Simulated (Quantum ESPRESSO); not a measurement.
## RuMo6Mg (input and log of a self-consistent run)

A calculation, not a measurement. The program is pw.x of Quantum ESPRESSO 7.5 (plane-wave density functional theory). The cell is made up: eight metal atoms on a face-centred cubic lattice, with elements, volume, strain and displacements drawn at random and not relaxed, so it may be unstable or far from any real phase. PseudoDojo standard norm-conserving files set the functional (PBE unless stated); there is no spin polarisation or spin-orbit coupling, the Fermi-Dirac width of 0.25 eV means electrons at about 2900 K, and the masses in the input are unused placeholders. A spin test at this wide smearing found no moment, but such smearing suppresses magnetism that the real alloy may have.

Input:

```
&control calculation='scf', pseudo_dir='./dojo.nc.sr.pbe.v0_5.standard.upf', outdir='./o', disk_io='medium', tprnfor=.true., tstress=.true. /
&system ibrav=0, nat=8, ntyp=3, nbnd=72, ecutwfc=84.00895049, nosym=.true., tot_charge=0,
 occupations='smearing', smearing='fd', degauss=0.0183746611
/
&electrons conv_thr=1.470e-08, electron_maxstep=70, mixing_beta=0.5 /
ATOMIC_SPECIES
Mg 1.0 Mg.upf
Mo 1.0 Mo.upf
Ru 1.0 Ru.upf
CELL_PARAMETERS angstrom
-0.0044 -1.9468 -1.9697
-3.8794 1.9647 -1.9965
5.8407 5.9223 -4.008
ATOMIC_POSITIONS angstrom
Ru 0.0465 0.0074 -0.0161
Mo 0.0181 1.9481 -1.9752
Mo 0.0062 3.9456 -4.0096
Mg 3.9046 3.961 -3.998
Mo -1.9154 0.0178 -2.0145
Mo -1.908 1.984 -3.9772
Mo 1.9911 2.031 -3.9696
Mo 1.9419 3.9832 -6.024
K_POINTS automatic
8 5 3 1 1 1
```

The log is shortened where brackets say so; the opening notice, blank lines, dates and the lines on written files are dropped, and the path of the files is cut. It prints rydbergs, bohrs and kilobars, and counts compression as positive stress. Its total energy is the free energy E - TS of the whole cell.

```
     Program PWSCF v.7.5
     Parallel version (MPI & OpenMP), running on       1 processor cores
     Number of MPI processes:                 1
     Threads/MPI process:                     1
     [start-up lines left out]
     bravais-lattice index     =            0
     lattice parameter (alat)  =       5.2335  a.u.
     unit-cell volume          =     815.2717 (a.u.)^3
     number of atoms/cell      =            8
     number of atomic types    =            3
     number of electrons       =       110.00
     number of Kohn-Sham states=           72
     kinetic-energy cutoff     =      84.0090  Ry
     charge density cutoff     =     336.0358  Ry
     scf convergence threshold =      1.5E-08
     mixing beta               =       0.5000
     number of iterations used =            8  plain     mixing
     Exchange-correlation= PBE
                           (   1   4   3   4   0   0   0)
     [axes and pseudopotential details left out]
   Cartesian axes
     site n.     atom                  positions (alat units)
         1        Ru     tau(   1) = (   0.0167904   0.0026720  -0.0058135  )
         2        Mo     tau(   2) = (   0.0065356   0.7034288  -0.7132142  )
         3        Mo     tau(   3) = (   0.0022387   1.4246952  -1.4478046  )
         4        Mg     tau(   4) = (   1.4098907   1.4302559  -1.4436160  )
         5        Mo     tau(   5) = (  -0.6916213   0.0064273  -0.7274048  )
         6        Mo     tau(   6) = (  -0.6889493   0.7163917  -1.4361054  )
         7        Mo     tau(   7) = (   0.7189554   0.7333627  -1.4333612  )
         8        Mo     tau(   8) = (   0.7011901   1.4382719  -2.1751733  )
     number of k points=    60  Fermi-Dirac smearing, width (Ry)=  0.0184
                       cart. coord. in units 2pi/alat
        k(    1) = (  -0.0093341   0.0165896  -0.1042520), wk =   0.0333333
        k(    2) = (  -0.1278751  -0.1000536   0.0112998), wk =   0.0333333
     [further k points left out]
     Dense  grid:    84843 G-vectors     FFT dimensions: (  32,  54, 108)
     Estimated max dynamical RAM per process >     138.69 MB
     Initial potential from superposition of free atoms
     starting charge     109.9898, renormalised to     110.0000
     Starting wfcs are   75 randomized atomic wfcs
     total cpu time spent up to now is       37.5 secs
     per-process dynamical memory:    79.1 Mb
     Self-consistent Calculation
     iteration #  1     ecut=    84.01 Ry     beta= 0.50
     Davidson diagonalization with overlap
     ethr =  1.00E-02,  avg # of iterations =  4.2
     Threshold (ethr) on eigenvalues was too large:
     Diagonalizing with lowered threshold
     Davidson diagonalization with overlap
     ethr =  7.71E-04,  avg # of iterations =  2.1
     total cpu time spent up to now is      215.8 secs
     total energy              =   -1163.87407519 Ry
     estimated scf accuracy    <       0.93385688 Ry
     iteration #  2     ecut=    84.01 Ry     beta= 0.50
     Davidson diagonalization with overlap
     ethr =  8.49E-04,  avg # of iterations =  4.4
     total cpu time spent up to now is      309.4 secs
     total energy              =   -1162.63863947 Ry
     estimated scf accuracy    <      26.60606567 Ry
     iteration #  3     ecut=    84.01 Ry     beta= 0.50
     Davidson diagonalization with overlap
     ethr =  8.49E-04,  avg # of iterations =  2.9
     total cpu time spent up to now is      408.0 secs
     total energy              =   -1163.92937307 Ry
     estimated scf accuracy    <       3.32567935 Ry
     iteration #  4     ecut=    84.01 Ry     beta= 0.50
     Davidson diagonalization with overlap
     ethr =  8.49E-04,  avg # of iterations =  2.0
     total cpu time spent up to now is      487.4 secs
     total energy              =   -1163.88995617 Ry
     estimated scf accuracy    <       3.34003346 Ry
     iteration #  5     ecut=    84.01 Ry     beta= 0.50
     Davidson diagonalization with overlap
     ethr =  8.49E-04,  avg # of iterations =  1.6
     total cpu time spent up to now is      553.8 secs
     total energy              =   -1164.02385055 Ry
     estimated scf accuracy    <       1.83996140 Ry
     [iterations 6 to 15 left out]
     iteration # 16     ecut=    84.01 Ry     beta= 0.50
     Davidson diagonalization with overlap
     ethr =  7.72E-10,  avg # of iterations =  1.0
     total cpu time spent up to now is     1364.9 secs
     total energy              =   -1164.11768332 Ry
     estimated scf accuracy    <       0.00000118 Ry
     iteration # 17     ecut=    84.01 Ry     beta= 0.50
     Davidson diagonalization with overlap
     ethr =  7.72E-10,  avg # of iterations =  1.0
     total cpu time spent up to now is     1440.6 secs
     total energy              =   -1164.11768339 Ry
     estimated scf accuracy    <       0.00000048 Ry
     iteration # 18     ecut=    84.01 Ry     beta= 0.50
     Davidson diagonalization with overlap
     ethr =  4.38E-10,  avg # of iterations =  1.0
     total cpu time spent up to now is     1529.0 secs
     total energy              =   -1164.11768340 Ry
     estimated scf accuracy    <       0.00000010 Ry
     iteration # 19     ecut=    84.01 Ry     beta= 0.50
     Davidson diagonalization with overlap
     ethr =  9.35E-11,  avg # of iterations =  1.1
     total cpu time spent up to now is     1614.0 secs
     total energy              =   -1164.11768341 Ry
     estimated scf accuracy    <       0.00000008 Ry
     iteration # 20     ecut=    84.01 Ry     beta= 0.50
     Davidson diagonalization with overlap
     ethr =  7.06E-11,  avg # of iterations =  1.0
     total cpu time spent up to now is     1691.5 secs
     End of self-consistent calculation
     [lines on levels left out]
!    total energy              =   -1164.11768341 Ry
     estimated scf accuracy    <          7.9E-09 Ry
     smearing contrib. (-TS)   =      -0.12641772 Ry
     internal energy E=F+TS    =   -1163.99126569 Ry
     The total energy is F=E-TS. E is the sum of the following terms:
     one-electron contribution =    -234.75769900 Ry
     hartree contribution      =     181.30825901 Ry
     xc contribution           =    -174.17215362 Ry
     ewald contribution        =    -936.36967208 Ry
     convergence has been achieved in  20 iterations
     Forces acting on atoms (cartesian axes, Ry/au):
     atom    1 type  3   force =     0.00435140    0.00634923   -0.00641870
     atom    2 type  2   force =     0.00290988   -0.00042165    0.00357822
     atom    3 type  2   force =     0.01623363    0.00941236   -0.00416759
     atom    4 type  1   force =     0.01549560    0.02625882   -0.02544305
     atom    5 type  2   force =     0.00417902   -0.00605200    0.00592262
     atom    6 type  2   force =    -0.02604876   -0.01932107    0.01781023
     atom    7 type  2   force =    -0.03012949   -0.00738464    0.00030719
     atom    8 type  2   force =     0.01300871   -0.00884105    0.00841108
     Total force =     0.069334     Total SCF correction =     0.000198
     Computing stress (Cartesian axis) and pressure
          total   stress  (Ry/bohr**3)                   (kbar)     P=      131.51
   0.00092028  -0.00009906   0.00008461          135.38      -14.57       12.45
  -0.00009906   0.00087101   0.00005318          -14.57      128.13        7.82
   0.00008461   0.00005318   0.00089068           12.45        7.82      131.02
     init_run     :     35.22s CPU     37.32s WALL (       1 calls)
     electrons    :   1544.09s CPU   1654.04s WALL (       1 calls)
     forces       :     10.77s CPU     10.86s WALL (       1 calls)
     stress       :     56.62s CPU     56.83s WALL (       1 calls)
     [timing details left out]
     PWSCF        :  27m27.26s CPU  29m21.79s WALL
     JOB DONE.
```

In other units: free energy -15838.628 eV for the cell, pressure 13.15 GPa, largest force component 0.775 eV/Å in size. The run took 1763 s of wall time with one process on a shared machine (AMD EPYC, Zen 5, virtual cores), so the time is rough. A rerun of this cell at a higher cutoff and on a denser mesh moved values by no more than 0.007 eV in energy, 0.09 GPa in stress and 0.009 eV/Å in force, and a second program with other atomic files agreed on that cell to 2 % rms in force and 0.5 GPa in pressure.